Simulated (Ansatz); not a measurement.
CdO (rock salt, Fm-3m) under volume change, DFT-LDA in the program Ansatz with PAW potentials, scaled uniformly.

| V (Å³/atom) | E − E(relaxed) (meV/atom) | P (GPa) |
|---|---|---|
| 11.320 | 61.3 | 19.21 |
| 11.693 | 25.6 | 11.67 |
| 12.066 | [?] | [?] |
| 12.439 | 0.0 | -0.01 |
| 12.813 | 5.4 | -4.48 |
| 13.186 | [?] | [?] |
| 13.559 | 43.3 | -11.40 |

Problem. Fill in the missing entries.

Solution. 
- 12.066, E − E(relaxed) (meV/atom): 6.0
- 12.066, P (GPa): 5.32
- 13.186, E − E(relaxed) (meV/atom): 20.3
- 13.186, P (GPa): -8.24

Problem. What does a third-order Birch–Murnaghan fit give for V₀, B₀ and B′?

Solution. V₀ = 12.44 Å³/atom, B₀ = 163 GPa, B′ = 4.8.

Symmetry was held in the LDA relaxation; of distortions, only those at the zone centre were tested. The volume moved by 15 % from the start of the relaxation.

Potentials: the later of the program's two PAW sets.
